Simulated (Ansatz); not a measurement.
## Every step of a relaxation of Sr (simple hexagonal type)

DFT, LDA, PAW with Ansatz's default frozen-core files, scalar-relativistic (Ansatz 0.2.0); a Γ-centred 13×13×12 k mesh, Fermi–Dirac smearing of 0.1 eV, no spin polarisation. The run relaxes cell and atoms at a target pressure of 8.1 GPa.

Command: `ansatz run input.yaml --threads 1 --pin off --max-ram 3584MiB --backend cpu --events-out ev --progress --plain --runs-dir out` It took 14 s on 1 thread of Intel(R) Xeon(R) Platinum 8488C (Sapphire Rapids) (shared host), peak memory 0.39 GiB.

PAW: frozen-core files, cutoff 420 eV; forces are relaxed below 0.005 eV/Å.

Each step lists its enthalpy F + pV a cell above the last geometry, the pressure, the cell vectors (Å), and Cartesian positions (Å) with forces (eV/Å).

The first step:

```
step 1  dH = 18.52 meV  P = 6.25 GPa
  cell 3.5019 0.0000 0.0000  -1.7510 3.0328 0.0000  0.0000 0.0000 3.2918
  Sr 0.0000 0.0000 0.0000   0.0000 0.0000 0.0000
```

The PAW files were made under PBE.

The symmetry of the start is kept and no stability test is made, so the end need not be the stable phase.

Question: Where does the relaxation end, and by which steps?

Answer: After 4 geometries, with conventional a, b, c = 3.467, 3.467, 3.164 Å, at 32.927 Å³/atom (-5.82 % against the start) in space group P6/mmm, with a shortest distance of 3.164 Å. The further steps:
```
step 2  dH = 0.28 meV  P = 7.80 GPa
  cell 3.4759 0.0000 0.0000  -1.7380 3.0102 0.0000  0.0000 0.0000 3.1745
  Sr 0.0000 0.0000 0.0000   0.0000 0.0000 0.0000
step 3  dH = 0.00 meV  P = 8.12 GPa
  cell 3.4662 0.0000 0.0000  -1.7331 3.0018 0.0000  0.0000 0.0000 3.1624
  Sr 0.0000 0.0000 0.0000   0.0000 0.0000 0.0000
step 4  dH = 0.00 meV  P = 8.10 GPa
  cell 3.4667 0.0000 0.0000  -1.7334 3.0023 0.0000  0.0000 0.0000 3.1636
  Sr 0.0000 0.0000 0.0000   0.0000 0.0000 0.0000
step 5  dH = 0.05 meV  P = 8.10 GPa  (same geometry on a basis chosen anew; earlier energies don't compare to the last digit)
  cell 3.4667 0.0000 0.0000  -1.7334 3.0023 0.0000  0.0000 0.0000 3.1636
  Sr 0.0000 0.0000 0.0000   0.0000 0.0000 0.0000
```
